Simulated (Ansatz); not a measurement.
Rb$_{2}$NaPdF$_{6}$ in space group I4/mmm (No. 139; Pearson symbol tI20) at seven volumes, DFT-HSE06 in the program Ansatz with PAW potentials, shape and atoms relaxed at each. One row is withheld.

```json
[
 {"V (Å³/atom)": "14.627", "P (GPa)": "4.91"},
 {"V (Å³/atom)": "15.109", "P (GPa)": "2.95"},
 {"V (Å³/atom)": "15.591", "P (GPa)": "1.34"},
 {"V (Å³/atom)": "16.073", "P (GPa)": "0.00"},
 {"V (Å³/atom)": "16.555", "P (GPa)": "-1.07"},
 {"V (Å³/atom)": "17.038", "P (GPa)": "?"},
 {"V (Å³/atom)": "17.520", "P (GPa)": "-2.69"}
]
```

**Question.** Fit the shown pressures and predict the withheld one.

**Answer.** Third-order Birch–Murnaghan: P = (3/2)B₀(x^(7/2) − x^(5/2))[1 + (3/4)(B′ − 4)(x − 1)] with x = (V₀/V)^(2/3). Least squares on the six rows gives V₀ = 16.077 Å³/atom, B₀ = 39.86 GPa, B′ = 5.61. At V = 17.038, x = 0.9620 and P = -1.97 GPa. The run itself gave -1.96 GPa.

The workflow started from a Materials Project entry (that database holds measured and hypothetical structures alike); the Crystallography Open Database copy checked does not list it. Its standing as an ambient phase is unchecked. The HSE06 relaxation kept the symmetry of its start; whether a distortion lowers the energy is not shown. Spin order of the final state: ferromagnetic, chosen from 4 collinear starts compared on coarse meshes with r²SCAN (ties went to the first, and starts can fall back to one state), not a proven ground state. Other orbital occupations within this spin state were not tried.

Potentials: the later of the program's two PAW sets.
